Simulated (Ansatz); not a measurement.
KAlH4:
Space group I4₁/a, origin choice 1 (No. 88); a = b = 5.198 Å, c = 11.895 Å, α = β = γ = 90.00°

| atom | site | symmetry | x | y | z |
|---|---|---|---|---|---|
| K | 4b | -4.. | 0.0000 | 0.0000 | 0.5000 |
| H | 16f | 1 | 0.2322 | 0.1153 | 0.0774 |
| Al | 4a | -4.. | 0.0000 | 0.0000 | 0.0000 |
(The calculation used a cell of 12 atoms; values per cell refer to that cell.)

This is the LDA-relaxed structure.

### Question
All from LDA (plane waves, PAW; program Ansatz), unless another level is named. Give the Born charges (a third of the trace).

### Answer
K +1.11, H -0.66, Al +1.54 e.

### Question
What about the static dielectric constant ε0 (ions relaxed, cell fixed)?

### Answer
9.14 (xx = yy), 5.50 (zz).

### Question
What about the electronic dielectric constant ε∞ (DFPT)?

### Answer
3.10 (xx = yy), 3.19 (zz).

Space group I4_1/a. The workflow started from an entry of the Crystallography Open Database (COD), which files this formula under 2 space groups. Whether it is the stable phase at ambient conditions was not checked. Symmetry was held in the LDA relaxation; phonons on a q-mesh show no instability.

Potentials: the later of the program's two PAW sets.
